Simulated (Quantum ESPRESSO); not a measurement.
Ta6ZrAl, one run as intended and one with a planted mistake

A calculation, not a measurement. The program is pw.x of Quantum ESPRESSO 7.5 (plane-wave density functional theory). The cell is made up: eight metal atoms on a face-centred cubic lattice, with elements, volume, strain and displacements drawn at random and not relaxed, so it may be unstable or far from any real phase. PseudoDojo standard norm-conserving files set the functional (PBE unless stated); there is no spin polarisation or spin-orbit coupling, the Fermi-Dirac width of 0.25 eV means electrons at about 2900 K, and the masses in the input are unused placeholders. Heavy elements are run without spin-orbit coupling, which real alloys of them have. A spin test at this wide smearing found no moment, but such smearing suppresses magnetism that the real alloy may have.

Intended input:

```
&control calculation='scf', pseudo_dir='./dojo.nc.sr.pbe.v0_5.standard.upf', outdir='./o', disk_io='minimal', tprnfor=.true., tstress=.true. /
&system ibrav=0, nat=8, ntyp=3, nbnd=64, ecutwfc=82.02448710, nosym=.true., tot_charge=0,
 occupations='smearing', smearing='fd', degauss=0.0183746611
/
&electrons conv_thr=1.470e-08, electron_maxstep=70, mixing_beta=0.5 /
ATOMIC_SPECIES
Al 1.0 Al.upf
Ta 1.0 Ta.upf
Zr 1.0 Zr.upf
CELL_PARAMETERS angstrom
-0.0058 2.0866 2.0286
-4.1498 4.1959 -4.0684
-4.1146 -4.1668 4.0624
ATOMIC_POSITIONS angstrom
Ta 0.0532 0.0363 0.0974
Ta -4.1718 -2.1368 2.157
Ta -4.117 0.0136 0.1597
Ta -4.123 2.3062 -1.8975
Ta -1.9495 0.0368 2.0928
Zr -2.2442 2.0243 0.0549
Ta -6.2116 -0.1693 2.0124
Al -6.2004 1.9216 0.0138
K_POINTS automatic
8 4 4 1 1 1
```

The log is shortened where brackets say so; the opening notice, blank lines, dates and the lines on written files are dropped, and the path of the files is cut. It prints rydbergs, bohrs and kilobars, and counts compression as positive stress. Its total energy is the free energy E - TS of the whole cell.

Log of the intended run:

```
     Program PWSCF v.7.5
     Parallel version (MPI & OpenMP), running on       4 processor cores
     Number of MPI processes:                 4
     Threads/MPI process:                     1
     [start-up lines left out]
     bravais-lattice index     =            0
     lattice parameter (alat)  =       5.4994  a.u.
     unit-cell volume          =     946.1502 (a.u.)^3
     number of atoms/cell      =            8
     number of atomic types    =            3
     number of electrons       =        93.00
     number of Kohn-Sham states=           64
     kinetic-energy cutoff     =      82.0245  Ry
     charge density cutoff     =     328.0979  Ry
     scf convergence threshold =      1.5E-08
     mixing beta               =       0.5000
     number of iterations used =            8  plain     mixing
     Exchange-correlation= PBE
                           (   1   4   3   4   0   0   0)
     [axes and pseudopotential details left out]
   Cartesian axes
     site n.     atom                  positions (alat units)
         1        Ta     tau(   1) = (   0.0182807   0.0124735   0.0334687  )
         2        Ta     tau(   2) = (  -1.4335193  -0.7342500   0.7411911  )
         3        Ta     tau(   3) = (  -1.4146888   0.0046732   0.0548763  )
         4        Ta     tau(   4) = (  -1.4167506   0.7924594  -0.6520214  )
         5        Ta     tau(   5) = (  -0.6698897   0.0126453   0.7191306  )
         6        Zr     tau(   6) = (  -0.7711549   0.6955926   0.0188648  )
         7        Ta     tau(   7) = (  -2.1344380  -0.0581751   0.6915035  )
         8        Al     tau(   8) = (  -2.1305894   0.6603027   0.0047420  )
     number of k points=    64  Fermi-Dirac smearing, width (Ry)=  0.0184
                       cart. coord. in units 2pi/alat
        k(    1) = (  -0.0879138   0.0432786   0.0448936), wk =   0.0312500
        k(    2) = (  -0.1761342  -0.0005276   0.0897001), wk =   0.0312500
     [further k points left out]
     Dense  grid:    94917 G-vectors     FFT dimensions: (  32,  80,  80)
     Estimated max dynamical RAM per process >     355.46 MB
     Estimated total dynamical RAM >       1.32 GB
     Initial potential from superposition of free atoms
     starting charge      92.9897, renormalised to      93.0000
     Starting wfcs are   74 randomized atomic wfcs
     total cpu time spent up to now is        7.6 secs
     per-process dynamical memory:   285.9 Mb
     Self-consistent Calculation
     iteration #  1     ecut=    82.02 Ry     beta= 0.50
     Davidson diagonalization with overlap
     ethr =  1.00E-02,  avg # of iterations =  2.4
     Threshold (ethr) on eigenvalues was too large:
     Diagonalizing with lowered threshold
     Davidson diagonalization with overlap
     ethr =  7.42E-04,  avg # of iterations =  2.3
     total cpu time spent up to now is       42.3 secs
     total energy              =    -886.63832138 Ry
     estimated scf accuracy    <       0.71376369 Ry
     iteration #  2     ecut=    82.02 Ry     beta= 0.50
     Davidson diagonalization with overlap
     ethr =  7.67E-04,  avg # of iterations =  6.6
     total cpu time spent up to now is       65.6 secs
     total energy              =    -886.32756251 Ry
     estimated scf accuracy    <       7.27719612 Ry
     [iterations 3 to 16 left out]
     iteration # 17     ecut=    82.02 Ry     beta= 0.50
     Davidson diagonalization with overlap
     ethr =  3.04E-10,  avg # of iterations =  2.1
     total cpu time spent up to now is      322.4 secs
     total energy              =    -886.99644465 Ry
     estimated scf accuracy    <       0.00000066 Ry
     iteration # 18     ecut=    82.02 Ry     beta= 0.50
     Davidson diagonalization with overlap
     ethr =  3.04E-10,  avg # of iterations =  1.0
     total cpu time spent up to now is      337.3 secs
     End of self-consistent calculation
     [lines on levels left out]
!    total energy              =    -886.99644470 Ry
     estimated scf accuracy    <          2.8E-09 Ry
     smearing contrib. (-TS)   =      -0.12263962 Ry
     internal energy E=F+TS    =    -886.87380507 Ry
     The total energy is F=E-TS. E is the sum of the following terms:
     one-electron contribution =    -170.54509717 Ry
     hartree contribution      =     129.80082100 Ry
     xc contribution           =    -200.43110267 Ry
     ewald contribution        =    -645.69842623 Ry
     convergence has been achieved in  18 iterations
     Forces acting on atoms (cartesian axes, Ry/au):
     atom    1 type  2   force =     0.03724372    0.00073004   -0.04219909
     atom    2 type  2   force =     0.07590175   -0.00437555   -0.01777904
     atom    3 type  2   force =    -0.07534080   -0.03215209   -0.00573134
     atom    4 type  2   force =    -0.09535290   -0.06060198    0.00776691
     atom    5 type  2   force =    -0.04748737   -0.03443588    0.05353200
     atom    6 type  3   force =     0.05984945    0.01516474    0.02288126
     atom    7 type  2   force =     0.03602708    0.07336641   -0.02415766
     atom    8 type  1   force =     0.00915908    0.04230430    0.00568696
     Total force =     0.220556     Total SCF correction =     0.000206
     Computing stress (Cartesian axis) and pressure
          total   stress  (Ry/bohr**3)                   (kbar)     P=      171.22
   0.00137984   0.00004628  -0.00002774          202.98        6.81       -4.08
   0.00004628   0.00107776  -0.00009755            6.81      158.54      -14.35
  -0.00002774  -0.00009755   0.00103427           -4.08      -14.35      152.15
     init_run     :      7.18s CPU      7.49s WALL (       1 calls)
     electrons    :    328.10s CPU    329.75s WALL (       1 calls)
     forces       :      3.15s CPU      3.17s WALL (       1 calls)
     stress       :     10.16s CPU     10.44s WALL (       1 calls)
     [timing details left out]
     PWSCF        :   5m48.79s CPU   5m51.06s WALL
     JOB DONE.
```

A second run has one planted mistake: the files are those of another functional. The input lines that differ:

```
- &control calculation='scf', pseudo_dir='./dojo.nc.sr.pbe.v0_5.standard.upf', outdir='./o', disk_io='minimal', tprnfor=.true., tstress=.true. /
+ &control calculation='scf', pseudo_dir='./dojo.nc.sr.pbesol.v0_4_1.standard.upf', outdir='./o', disk_io='minimal', tprnfor=.true., tstress=.true. /
```

Its log:

```
     Program PWSCF v.7.5
     Parallel version (MPI & OpenMP), running on       4 processor cores
     Number of MPI processes:                 4
     Threads/MPI process:                     1
     [start-up lines left out]
     bravais-lattice index     =            0
     lattice parameter (alat)  =       5.4994  a.u.
     unit-cell volume          =     946.1502 (a.u.)^3
     number of atoms/cell      =            8
     number of atomic types    =            3
     number of electrons       =        93.00
     number of Kohn-Sham states=           64
     kinetic-energy cutoff     =      82.0245  Ry
     charge density cutoff     =     328.0979  Ry
     scf convergence threshold =      1.5E-08
     mixing beta               =       0.5000
     number of iterations used =            8  plain     mixing
     Exchange-correlation= PBESOL
                           (   1   4  10   8   0   0   0)
     [axes and pseudopotential details left out]
   Cartesian axes
     site n.     atom                  positions (alat units)
         1        Ta     tau(   1) = (   0.0182807   0.0124735   0.0334687  )
         2        Ta     tau(   2) = (  -1.4335193  -0.7342500   0.7411911  )
         3        Ta     tau(   3) = (  -1.4146888   0.0046732   0.0548763  )
         4        Ta     tau(   4) = (  -1.4167506   0.7924594  -0.6520214  )
         5        Ta     tau(   5) = (  -0.6698897   0.0126453   0.7191306  )
         6        Zr     tau(   6) = (  -0.7711549   0.6955926   0.0188648  )
         7        Ta     tau(   7) = (  -2.1344380  -0.0581751   0.6915035  )
         8        Al     tau(   8) = (  -2.1305894   0.6603027   0.0047420  )
     number of k points=    64  Fermi-Dirac smearing, width (Ry)=  0.0184
                       cart. coord. in units 2pi/alat
        k(    1) = (  -0.0879138   0.0432786   0.0448936), wk =   0.0312500
        k(    2) = (  -0.1761342  -0.0005276   0.0897001), wk =   0.0312500
     [further k points left out]
     Dense  grid:    94917 G-vectors     FFT dimensions: (  32,  80,  80)
     Estimated max dynamical RAM per process >     355.46 MB
     Estimated total dynamical RAM >       1.32 GB
     Initial potential from superposition of free atoms
     starting charge      92.9905, renormalised to      93.0000
     Starting wfcs are   74 randomized atomic wfcs
     total cpu time spent up to now is        8.0 secs
     per-process dynamical memory:   285.8 Mb
     Self-consistent Calculation
     iteration #  1     ecut=    82.02 Ry     beta= 0.50
     Davidson diagonalization with overlap
     ethr =  1.00E-02,  avg # of iterations =  2.4
     Threshold (ethr) on eigenvalues was too large:
     Diagonalizing with lowered threshold
     Davidson diagonalization with overlap
     ethr =  7.33E-04,  avg # of iterations =  2.3
     total cpu time spent up to now is       40.9 secs
     total energy              =    -886.35625444 Ry
     estimated scf accuracy    <       0.70604426 Ry
     iteration #  2     ecut=    82.02 Ry     beta= 0.50
     Davidson diagonalization with overlap
     ethr =  7.59E-04,  avg # of iterations =  6.5
     total cpu time spent up to now is       67.2 secs
     total energy              =    -886.04619459 Ry
     estimated scf accuracy    <       7.16581236 Ry
     [iterations 3 to 16 left out]
     iteration # 17     ecut=    82.02 Ry     beta= 0.50
     Davidson diagonalization with overlap
     ethr =  2.66E-10,  avg # of iterations =  2.1
     total cpu time spent up to now is      339.6 secs
     total energy              =    -886.70711316 Ry
     estimated scf accuracy    <       0.00000061 Ry
     iteration # 18     ecut=    82.02 Ry     beta= 0.50
     Davidson diagonalization with overlap
     ethr =  2.66E-10,  avg # of iterations =  1.0
     total cpu time spent up to now is      354.4 secs
     End of self-consistent calculation
     [lines on levels left out]
!    total energy              =    -886.70711320 Ry
     estimated scf accuracy    <          2.3E-09 Ry
     smearing contrib. (-TS)   =      -0.12313235 Ry
     internal energy E=F+TS    =    -886.58398085 Ry
     The total energy is F=E-TS. E is the sum of the following terms:
     one-electron contribution =    -171.67052906 Ry
     hartree contribution      =     129.81305418 Ry
     xc contribution           =    -199.02807974 Ry
     ewald contribution        =    -645.69842623 Ry
     convergence has been achieved in  18 iterations
     Forces acting on atoms (cartesian axes, Ry/au):
     atom    1 type  2   force =     0.03460854   -0.00118329   -0.03794968
     atom    2 type  2   force =     0.07112383   -0.00303076   -0.01807130
     atom    3 type  2   force =    -0.07110021   -0.03253779   -0.00297242
     atom    4 type  2   force =    -0.09010618   -0.05417222    0.00518654
     atom    5 type  2   force =    -0.04373990   -0.03289624    0.05054277
     atom    6 type  3   force =     0.05689582    0.01417771    0.02196214
     atom    7 type  2   force =     0.03367723    0.06854015   -0.02456500
     atom    8 type  1   force =     0.00864088    0.04110244    0.00586695
     Total force =     0.207223     Total SCF correction =     0.000199
     Computing stress (Cartesian axis) and pressure
          total   stress  (Ry/bohr**3)                   (kbar)     P=      108.64
   0.00095585   0.00004174  -0.00002974          140.61        6.14       -4.38
   0.00004174   0.00065256  -0.00009768            6.14       95.99      -14.37
  -0.00002974  -0.00009768   0.00060725           -4.38      -14.37       89.33
     init_run     :      7.64s CPU      7.98s WALL (       1 calls)
     electrons    :    344.12s CPU    346.40s WALL (       1 calls)
     forces       :      3.13s CPU      3.16s WALL (       1 calls)
     stress       :     10.29s CPU     10.56s WALL (       1 calls)
     [timing details left out]
     PWSCF        :   6m 5.25s CPU   6m 8.18s WALL
     JOB DONE.
```

|  | intended run | run with the mistake |
| --- | --- | --- |
| free energy (eV) | -12068.201 | -12064.265 |
| entropy term -TS, part of it (eV) | -1.669 | -1.675 |
| pressure (GPa) | 17.12 | 10.86 |
| size of the largest force component (eV/Å) | 2.452 | 2.317 |
| largest change of a force component (eV/Å) |  | 0.165 |
| iterations | 18 | 18 |

For scale, a rerun of the intended cell at a higher cutoff and on a denser mesh moved values by no more than 0.002 eV in energy, 0.08 GPa in stress and 0.006 eV/Å in force, and a second program with other atomic files agreed on that cell to 2 % rms in force and 0.5 GPa in pressure. Files of another functional or element have another zero of energy, so the energy change says nothing on stability.